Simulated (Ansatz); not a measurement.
## Does this entry for KSn₂Br₅ lie near equilibrium?

The cell is a computed structure from the Materials Project (it need not be an observed phase), atoms as given.

Space group I4/mcm (No. 140); a = 8.4102, c = 14.7499 Å.

```
site  Wyckoff  site symmetry       x       y       z
   K       4a            422  0.0000  0.0000  0.7500
  Sn       8h           m.2m  0.6790  0.1790  0.0000
 Br7      16l            ..m  0.1647  0.6647  0.1367
Br11       4c          4/m..  0.0000  0.0000  0.5000
```

One atom of each set is listed; the run and its k-mesh use a cell of 16 atoms with edges of 9.47, 9.47, 9.47 Å.

All values are calculated (Ansatz; DFT, PBE, plane waves and PAW (field gradients read without the response of the frozen cores, which leaves them typically 4 to 6 % off), scalar-relativistic, 420 eV cutoff, Γ-centred 5×5×5 k-points, Fermi–Dirac smearing 0.02 eV), not measured.

Task: Do the atoms and the cell lie near the calculated equilibrium?

Result: Nearly. The largest force is 0.19 eV/Å, on atom 4 (Sn: 4 Br at 2.74–3.09 Å; also 4 Br at 3.53 Å), and the pressure is 0.8 GPa. Relaxing the atoms is still advisable, since electric field gradients respond to shifts of a few hundredths of an ångström.
